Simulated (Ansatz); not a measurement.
Ba$_{2}$HfS$_{4}$ in space group I4/mmm (No. 139; Ba on 4e, Hf on 2a, S on 4c, S on 4e), the program Ansatz at the r²SCAN level (PAW), all energies at zero smearing, with the estimated change up to a 700 eV cutoff added, with one set of potentials and settings (totals compare only within such a set). Cell of 7 atoms (2 Ba, 1 Hf, 4 S): -31300.927 eV.

```tsv
element	reference phase	E (eV/atom)
Ba	Im-3m, 1 atoms in the cell	-5964.4614
Hf	P6_3/mmc, 2 atoms in the cell	-15733.0631
S	P2/c, 32 atoms in the cell	-905.8156
```

Formation energy per atom, worked out: (-31300.927 − 2×(-5964.4614) − 1×(-15733.0631) − 4×(-905.8156))/7 = -2.240 eV/atom (-216 kJ per mol of atoms), at 0 K, without zero-point energy or fitted corrections.

The workflow started from a Materials Project entry (that database holds measured and hypothetical structures alike); the Crystallography Open Database copy checked does not list it. Whether it is the stable phase at ambient conditions was not checked. The r²SCAN relaxation kept the symmetry of its start; its stability against distortions is not shown here. The run is not spin-polarised. The references are the lowest solids computed at this level, not always the standard phases. Scalar-relativistic: spin–orbit coupling is off unless named, which matters more the heavier the elements.

Potentials: the later of the program's two PAW sets.
